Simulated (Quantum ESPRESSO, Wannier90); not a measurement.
**CdTe (wurtzite), plane waves to Wannier functions**

```xyz
4
Lattice="4.6333 0.0000 0.0000 -2.3166 4.0125 0.0000 0.0000 0.0000 7.6024" Properties=species:S:1:pos:R:3 pbc="T T T"
Cd     2.3166    -1.3375     0.0027
Cd    -2.3166     1.3375    -3.7985
Te     2.3166    -1.3375     2.8482
Te    -2.3166     1.3375    -0.9530
```

Structure: Materials Project mp-12779, symmetrised, not relaxed again. Not found in the COD (Crystallography Open Database) copy used, which has the formula in other groups; not checked further. Method: PBEsol plane waves in Quantum ESPRESSO 7.5 (PseudoDojo norm-conserving files, 82 Ry, no spin polarisation, no spin-orbit coupling), Bloch states on a 6×6×4 mesh through Γ, Wannier90 4.0.1. Density: 12×12×4 mesh, Gaussian smearing 0.01 Ry. Spin-orbit coupling is left out although heavy elements are present.

Valence charges of the files: Cd 20, Te 16. 58 bands were computed.

Isolated groups of bands, relative to the valence-band maximum (bands from 37 on overlap up to the last one computed):

```
bands  from (eV)  to (eV)  filling             weight on atomic waves
-----  ---------  -------  -------  ---------------------------------
1–2      -101.97  -101.97   filled                        Cd 4s 100 %
3–8       -63.06   -63.06   filled                        Cd 4p 100 %
9–18      -35.96   -35.95   filled                        Te 4d 100 %
19–20     -11.03   -10.54   filled  Te 5s 81 %, Cd 4d 11 %, Cd 5s 8 %
21–30      -8.14    -7.39   filled                         Cd 4d 96 %
31–36      -4.28     0.00   filled             Te 5p 80 %, Cd 5s 12 %
```

Wanted is a model with the orbitals Cd s p, Te s p, without the filled groups that are mainly made of other shells (semicore states, and anion s where it isn't named); all higher bands stay in for disentanglement.

Problem. Give num_wann, exclude_bands and num_bands, and the number of electrons that the model holds.

Solution. Electrons: 2×20 + 2×16 = 72, which fill 36 bands.
num_wann = 2×4 + 2×4 = 16.
exclude_bands = 1-18,21-30, 28 bands, so num_bands = 58 − 28 = 30.
The model holds 72 − 2×28 = 16 electrons. With the window frozen to 2.09 eV it follows pw.x to 2.1 meV rms (states up to 1.6 eV relative to the valence-band maximum).
